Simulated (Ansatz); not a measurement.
A geometry of HfO2 away from equilibrium: step 2 of the relaxation of a relaxed HfO2 cell shaken by Gaussian noise of σ = 0.08 Å a coordinate. Calculation: PBE (plane waves to 420 eV, PAW, scalar-relativistic; Ansatz, a program for electronic structure). Γ-centred k-mesh 4×4×2 on the run's cell (coarser than for final values), Fermi–Dirac smearing 0.05 eV. The plane waves were selected for a different cell earlier on the path.

```
CELL_PARAMETERS angstrom
      6.29542     0.00397    -0.00541
     -3.14427     5.49882     0.01649
     -0.00882     0.02598    10.37970
ATOMIC_POSITIONS crystal
  Hf 0.33013 0.67342 0.06489
  Hf 0.66483 0.31998 0.56300
  Hf 0.66171 0.33946 0.93316
  Hf 0.32559 0.65162 0.44364
  O  0.32067 0.66029 0.25055
  O  0.65246 0.33239 0.74392
  O  0.50376 0.00424 0.00188
  O  0.49078 0.48070 0.49570
  O  0.00528 0.50298 0.98962
  O  0.49286 0.99287 0.50784
  O  0.50066 0.50781 0.99648
  O  0.99883 0.48523 0.50457
```

Task: What forces act on the atoms (eV/Å)?

Result: 
```json
[
 {"atom": "Hf1", "Fx": "0.39", "Fy": "-0.44", "Fz": "-0.52"},
 {"atom": "Hf2", "Fx": "-0.87", "Fy": "0.56", "Fz": "-0.77"},
 {"atom": "Hf3", "Fx": "0.85", "Fy": "-0.50", "Fz": "0.09"},
 {"atom": "Hf4", "Fx": "0.40", "Fy": "1.49", "Fz": "-1.47"},
 {"atom": "O5", "Fx": "-0.03", "Fy": "-0.03", "Fz": "1.23"},
 {"atom": "O6", "Fx": "-0.02", "Fy": "0.03", "Fz": "1.82"},
 {"atom": "O7", "Fx": "-0.16", "Fy": "0.82", "Fz": "-0.23"},
 {"atom": "O8", "Fx": "0.28", "Fy": "-0.05", "Fz": "0.09"},
 {"atom": "O9", "Fx": "-0.66", "Fy": "-0.15", "Fz": "-0.08"},
 {"atom": "O10", "Fx": "0.15", "Fy": "-1.90", "Fz": "-0.53"},
 {"atom": "O11", "Fx": "-0.36", "Fy": "0.26", "Fz": "0.30"},
 {"atom": "O12", "Fx": "0.02", "Fy": "-0.09", "Fz": "0.07"}
]
```

The path ends in P6₃/mmc (No. 194) (AFLOW prototype A2B_hP12_194_cg_f (C10, as in SiO2)). No spin polarisation in the result.

The end of the path is a generated cell of HfO2: the first start was made by placing the elements on the sites of a structure type, and the end was not matched to a known phase here, so it may be hypothetical. Known forms of HfO2 include space group No. 14, 29, 137, 225.
